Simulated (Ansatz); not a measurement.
Zr₂Ga:
```cif
data_Ga2Zr4
_chemical_formula_sum 'Ga2 Zr4'
_space_group_name_H-M_alt 'P 1'
_space_group_IT_number 1
_cell_length_a 5.46442
_cell_length_b 5.46442
_cell_length_c 5.46442
_cell_angle_alpha 104.319
_cell_angle_beta 104.319
_cell_angle_gamma 120.356
loop_
_space_group_symop_operation_xyz
  'x, y, z'
loop_
_atom_site_label
_atom_site_type_symbol
_atom_site_fract_x
_atom_site_fract_y
_atom_site_fract_z
_atom_site_occupancy
Ga1 Ga 0.75000 0.75000 0.00000 1
Ga2 Ga 0.25000 0.25000 0.00000 1
Zr1 Zr 0.15387 0.65387 0.80775 1
Zr2 Zr 0.65387 0.84613 0.50000 1
Zr3 Zr 0.84613 0.34613 0.19225 1
Zr4 Zr 0.34613 0.15387 0.50000 1
```

Relaxed with r²SCAN.

Problem. Tabulate the valence density and the electron localisation function along the shortest Ga–Ga contact (2.72 Å), r²SCAN (plane waves, PAW; program Ansatz).

Solution. 

| distance from Ga (Å) | density (e/Å³) | ELF |
|---|---|---|
| 0.27 | 23.12 | 0.03 |
| 0.41 | 9.05 | 0.04 |
| 0.54 | 3.04 | 0.11 |
| 0.68 | 1.20 | 0.20 |
| 0.82 | 0.65 | 0.25 |
| 0.95 | 0.42 | 0.27 |
| 1.09 | 0.32 | 0.32 |
| 1.22 | 0.28 | 0.40 |
| 1.36 | 0.27 | 0.44 |
| 1.49 | 0.28 | 0.40 |
| 1.63 | 0.32 | 0.32 |
| 1.77 | 0.42 | 0.27 |
| 1.90 | 0.65 | 0.25 |
| 2.04 | 1.20 | 0.20 |
| 2.17 | 3.04 | 0.11 |
| 2.31 | 9.05 | 0.04 |
| 2.45 | 23.12 | 0.03 |

The density is the valence pseudo-density with augmentation charge, so density and ELF within about 1 Å of a nucleus are not all-electron values.

Space group I4/mcm. The workflow started from an entry of the Crystallography Open Database (COD). Its standing as an ambient phase is unchecked. The cell was relaxed with r²SCAN under the symmetry of its start; whether a distortion lowers the energy is not shown. No spin polarisation was allowed.

Potentials: the later of the program's two PAW sets.
